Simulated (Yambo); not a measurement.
G0W0@LDA for YOF (space group P4/nmm, No. 129) in Yambo. Reference settings: 4×4×2 Γ-centred k mesh, 156 bands and a 8 Ry block in the screening, 156 bands in G with the Bruneval-Gonze terminator, plasmon pole fitted at 27.2 eV. The LDA gap (0.25, 0.25, -0.5) → Γ on this mesh is 4.82 eV; G0W0 gaps are taken between the same points.

Gap ((0.25, 0.25, -0.5) → Γ) in eV against the number of bands and the screening block, terminator on:

```csv
bands (W and G),2 Ry,3 Ry,5 Ry,6 Ry,8 Ry
43,7.305,7.217,7.193,7.195,7.264
62,6.887,6.808,6.824,6.828,6.912
90,6.726,6.649,6.700,6.707,6.819
123,6.660,6.580,6.642,6.651,6.776
156,6.634,6.552,6.616,6.626,6.764
```

Rough cost of the Yambo step against the reference (shared machines):

| bands (W and G) | 2 Ry | 3 Ry | 5 Ry | 6 Ry | 8 Ry |
|---|---|---|---|---|---|
| 43 | 1/10 | 1/8 | 1/8 | 1/7 | 1/5 |
| 62 | 1/5 | 1/5 | 1/4 | 1/4 | 1/3 |
| 90 | 1/3 | 1/3 | 1/3 | 1/2 | ~1 |
| 123 | 1/2 | ~1 | ~1 | ~1 | ~1 |
| 156 | ~1 | ~1 | ~1 | ~1 | 1 |

At the largest block the last step in bands moves the gap by -0.012 eV; at the most bands the last step in the block moves it by 0.138 eV.

Geometry of the Materials Project entry, not relaxed at this level; primitive cell a = 3.8323 Å, b = 3.8323 Å, c = 5.4467 Å, α = 90.00°, β = 90.00°, γ = 90.00°.

The structure is a Materials Project entry; no match was found in the copy of COD used, and its stability was not checked.
